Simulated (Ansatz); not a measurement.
Input and command of a plane-wave DFT calculation in Ansatz:

```yaml
crystal:
  lattice:
    - [4.0791678244, 0.0, 0.0]
    - [0.0, 4.0791678244, 0.0]
    - [0.0, 0.0, 4.0791678244]
  atoms:
    - { symbol: Zr, position: [0.0, 0.0, 0.0] }
    - { symbol: Pb, position: [0.5, 0.5, 0.5] }
    - { symbol: O, position: [0.5, 0.0, 0.0] }
    - { symbol: O, position: [0.0, 0.0, 0.5] }
    - { symbol: O, position: [0.0, 0.5, 0.0] }
basis:
  ecutwfc: 420
kpoints:
  mp_grid: { grid: [8, 8, 8] }
hamiltonian:
  xc: pbesol
scf:
  occupations: { method: gaussian, width: 0.05 }
output:
  forces: true
  stress: true
  eigenvalues: true
```

```bash
ansatz run input.yaml --threads 2 --pin off --max-ram 5120MiB --backend cpu --events-out ev --progress --plain --runs-dir out
```

Processor: Intel(R) Xeon(R) Processor @ 2.50GHz (Skylake/Cascade Lake), 2 threads, on a host shared with other jobs.

Task: How long does it run, and how much memory does it take?

Result: About 4.7 s on 2 threads of Intel(R) Xeon(R) Processor @ 2.50GHz (Skylake/Cascade Lake), with other jobs on the host, peak memory 0.41 GiB. It solves 27 bands at 35 k points (the mesh reduced by symmetry) with about 1357 plane waves, in 6 SCF iterations.
